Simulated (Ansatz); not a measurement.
# Li: computed property card

Li:
```yaml
crystal:
  lattice:
    - [3.05302, 0.00000, 0.00000]
    - [-1.52651, 2.64400, 0.00000]
    - [0.00000, 0.00000, 5.00276]
  atoms:
    - { symbol: Li, position: [0.33333, 0.66667, 0.25000] }
    - { symbol: Li, position: [0.66667, 0.33333, 0.75000] }
```

Space group P6_3/mmc (No. 194), hcp (Mg type); conventional cell a = b = 3.0530 Å, c = 5.0028 Å, α = β = 90.00°, γ = 120.00°.

Method: PBEsol in the plane-wave PAW code Ansatz. Structure relaxed to zero pressure with the same functional. Other levels are named where they apply.

Cell and energy:

* **Volume per atom**: 20.19 Å³
* **Density**: 0.57 g/cm³

Electronic structure:

- Electronic character = metallic (no gap)
- Density of states at the Fermi level = 0.52 states/eV per atom (mean over ±0.08 eV)

Mechanics:

- Bulk modulus (Birch–Murnaghan fit) = 13.7 GPa
- Pressure derivative B′ = 3.3
- Elastic constants (relaxed ions, GPa) = C11 = 21.5, C12 = 13.1, C13 = 6.3, C33 = 28.7, C44 = 4.9
- Mechanical stability = stable (all eigenvalues of C positive)
- Hill bulk and shear moduli = 13.7 and 5.5 GPa
- Young's modulus = 14.6 GPa
- Poisson's ratio = 0.32
- Debye temperature from the elastic constants = 380 K

Phonons:

Highest zone-centre frequency: 319 cm^-1
Zone-centre stability: no imaginary mode at Γ
Dynamical stability on the path: stable (no imaginary branch)
Zero-point energy: 41.0 meV/atom
Vibrational entropy at 300 K: 26.5 J/(K·mol of atoms)

The first step of the workflow began from a Materials Project structure, measured or hypothetical; the Crystallography Open Database files this formula in space group No. 194, but the cells were not matched. It is not the phase usual at ambient conditions (space group No. 229). The cell was relaxed with PBEsol under the symmetry of its start. As this level gives no gap, shear constants depend on the k-mesh and smearing (Fermi–Dirac, 0.1 eV here). As this level gives no gap, phonon frequencies hold no LO–TO term and depend on the k-mesh and smearing (Fermi–Dirac, 0.1 eV here). Axis ratios of metals converge slowly with the k-mesh, so a and c are less sure than the volume.

Potentials: the later of the program's two PAW sets.
